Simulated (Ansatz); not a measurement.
AlP (zinc blende, F-43m), DFT-LDA in the program Ansatz with PAW potentials: ε∞ = 8.33, cell volume 40.11 Å³. Infrared-active transverse modes:

```tsv
ω_TO (cm⁻¹)	oscillator strength S_xx (e²/amu)
440.2	0.3410
```

Problem. Compute the static dielectric constant.

Solution. Each mode adds (4.921e7/V) S/ω²: 2.16. So ε0 = 10.5.

Problem. What LO frequency does the Lyddane–Sachs–Teller relation give?

Solution. ω_LO = ω_TO √(ε0/ε∞) = 494 cm⁻¹.

The cell was relaxed with LDA under the symmetry of its start.

Potentials: the earlier of the program's two PAW sets. The files were generated under PBE; for other functionals the program regenerates the frozen cores, and for LDA and PBEsol the local potential too.
